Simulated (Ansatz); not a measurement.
CaAu$_{2}$:
```
CaAu2
1.0
   -2.30502     3.53923     4.11143
    2.30502    -3.53923     4.11143
    2.30502     3.53923    -4.11143
Ca Au
2 4
Direct
  0.79178   0.54178   0.25000
  0.20822   0.45822   0.75000
  0.20126   0.16120   0.04006
  0.62114   0.16120   0.45994
  0.79874   0.83880   0.95994
  0.37886   0.83880   0.54006
```

Relaxed with r²SCAN. Special points in fractions of this cell's reciprocal vectors: Γ (0.000, 0.000, 0.000); X (0.500, 0.500, -0.500); F2 (0.329, 0.671, -0.329); Σ0 (-0.329, 0.329, 0.329); Y0 (0.435, -0.435, 0.435); U0 (0.565, 0.435, -0.435); R (0.000, 0.500, 0.000); W (0.250, 0.250, 0.250); S (0.500, 0.000, 0.000); T (0.000, 0.000, 0.500).

### Question
List the band energies nearest the Fermi level at these points for DFT-r²SCAN in the program Ansatz with PAW potentials.

### Answer
In eV from the Fermi level; about four levels below and three above (degenerate sets whole), none deeper than 8.9 eV; points with the same levels are listed once.

```csv
k,below,above
Γ,-2.98 -2.87 -1.66 -1.49,0.56 1.00 1.04
X,-2.79 -2.65 -2.54 -1.73,1.00 2.51 3.48
F2,-2.43 -2.42 -1.79 -0.58,0.53 1.75 2.08
Y0,-2.98 -2.85 -2.26 -1.30,0.98 2.53 3.38
R,-2.76 -2.32 -1.98 -1.30,0.45 0.52 1.04
W,-2.87 -2.87 -2.26 -2.26,0.73 0.73 2.33 2.33
S,-3.38 -3.35 -3.19 -0.40,0.14 1.33 1.37
T,-1.68 -1.68 -0.06 -0.06,2.38 2.38 2.83 2.83
```

Space group Imma. The workflow started from an entry of the Crystallography Open Database (COD). Whether it is the stable phase at ambient conditions was not checked. The cell was relaxed with r²SCAN under the symmetry of its start; whether a distortion lowers the energy is not shown. Spin–orbit coupling is left out wherever it is not named.

Potentials: the later of the program's two PAW sets.
